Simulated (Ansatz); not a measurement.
SiC:
```yaml
crystal:
  lattice:
    - [0.00000, 2.17817, 2.17817]
    - [2.17817, 0.00000, 2.17817]
    - [2.17817, 2.17817, 0.00000]
  atoms:
    - { symbol: C, position: [0.75000, 0.75000, 0.75000] }
    - { symbol: Si, position: [0.00000, 0.00000, 0.00000] }
```

Relaxed with r²SCAN. Independent-particle spectrum: no excitons, no local fields, no scissors shift; 0.1 eV broadening; ε₁ of the summed bands alone.

### Question
Tabulate the dielectric function from plane-wave PAW r²SCAN (Ansatz code).

### Answer


```tsv
E (eV)	ε₁ xx	ε₂ xx
0.0	6.49	0.00
0.3	6.50	0.00
0.6	6.52	0.00
0.9	6.56	0.00
1.2	6.62	0.00
1.5	6.70	0.00
1.8	6.79	0.00
2.1	6.91	0.00
2.4	7.05	0.00
2.7	7.23	0.00
3.0	7.44	0.00
3.3	7.70	0.00
3.6	8.01	0.00
3.9	8.40	0.00
4.2	8.89	0.00
4.5	9.55	0.00
4.8	10.53	0.00
5.1	12.42	0.78
5.4	13.01	2.34
5.7	13.69	3.58
6.0	14.52	5.20
6.3	15.07	7.46
6.6	15.02	9.98
6.9	15.28	12.50
7.2	14.68	21.25
7.5	3.33	25.02
7.8	-6.72	15.64
8.1	-1.39	8.19
8.4	2.37	8.56
8.7	4.69	15.20
9.0	-1.81	14.39
9.3	-4.72	11.83
9.6	-4.79	9.50
9.9	-4.69	8.38
10.2	-4.78	7.20
10.5	-4.76	6.27
10.8	-4.59	5.29
11.1	-4.39	4.52
11.4	-3.96	3.92
11.7	-3.65	3.49
12.0	-3.37	3.12
```

### Question
From ε at 6.5 eV (xx: 15.09 + 9.15i), find n, k, the normal reflectivity and the absorption coefficient.

### Answer
n = 4.05, k = 1.131, R = 40 %, α = 2kE/ħc = 750000 cm⁻¹.

With all bands, ε∞ without local fields is 6.54.

Space group F-43m (zinc blende). Symmetry was held in the r²SCAN relaxation.

Potentials: the later of the program's two PAW sets.
